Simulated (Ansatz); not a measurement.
TiAl: from a starting cell to a relaxed one

The start is a randomly generated symmetric cell of TiAl (space group No. 123). A full variable-cell relaxation at zero pressure is run with PBE (plane waves to 420 eV, PAW, scalar-relativistic; Ansatz, a quantum-chemistry and plane-wave program). First-step values are on the input's coarse k-mesh.

Ansatz input (later rounds restart from its end on a renewed k-mesh):
Ansatz 0.2 input:
```yaml
crystal:
  lattice:
    - [2.46784, 0, 0]
    - [0, 2.46784, 0]
    - [0, 0, 5.4835282]
  atoms:
    - { symbol: Al, position: [0.5, 0.5, 0.5] }
    - { symbol: Ti, position: [0, 0, 0] }
basis: { ecutwfc: 420, ecutrho_ratio: 4, xc_grid: 2, fft_grid_basis: typed }
kpoints: { mp_grid: { grid: [13, 13, 6] } }
hamiltonian:
  xc: pbe
  dispersion: none
  pseudopotentials: { kind: paw }
scf: { occupations: { method: fermi_dirac, width: 0.05 } }
relax: { f_tol: 0.01, max_steps: 100, cell: { stress_tol: 0.02 } }
output: { forces: true, stress: true }
```

### Question
How much energy is released per atom?

### Answer
0.75 eV/atom.

### Question
How does the volume change?

### Answer
-2.8 %, from 16.70 to 16.24 Å³/atom.

### Question
How do the shortest distances between atoms change?

### Answer
The closest pairs of elements (up to four, under 3.6 Å), start → end: Al–Al 2.47 → 2.82 Å; Ti–Ti 2.47 → 2.82 Å; Al–Ti 3.25 → 2.85 Å.

### Question
What band gap does the relaxed structure have at this level?

### Answer
No gap (metallic).

### Question
What does it relax into? Give the structure.

### Answer

```cif
data_AlTi
_chemical_formula_sum 'Al1 Ti1'
_space_group_name_H-M_alt 'P4/mmm'
_space_group_IT_number 123
_space_group_name_Hall '-P 4 2'
_cell_length_a 2.82419
_cell_length_b 2.82419
_cell_length_c 4.07103
_cell_angle_alpha 90.000
_cell_angle_beta 90.000
_cell_angle_gamma 90.000
loop_
_atom_site_label
_atom_site_type_symbol
_atom_site_symmetry_multiplicity
_atom_site_Wyckoff_symbol
_atom_site_fract_x
_atom_site_fract_y
_atom_site_fract_z
_atom_site_occupancy
Al1 Al 1 d 0.50000 0.50000 0.50000 1
Ti1 Ti 1 a 0.00000 0.00000 0.00000 1
```

The space group stays P4/mmm (No. 123) (the run could not lower it); the end is AFLOW prototype AB_tP2_123_a_d (L1_0, as in CuAu), with 2 atoms in the primitive cell. Final values are on a 16×16×12 k-mesh of the relaxed cell. No spin polarisation in the result.

The run could not lose the symmetry of its start.

All atoms sit on sites fixed by symmetry, so only the cell could relax.

The first start was generated by a random draw of sites in a space group. A measured structure of TiAl has the same space group, P4/mmm (No. 123); the sites were not compared with it.
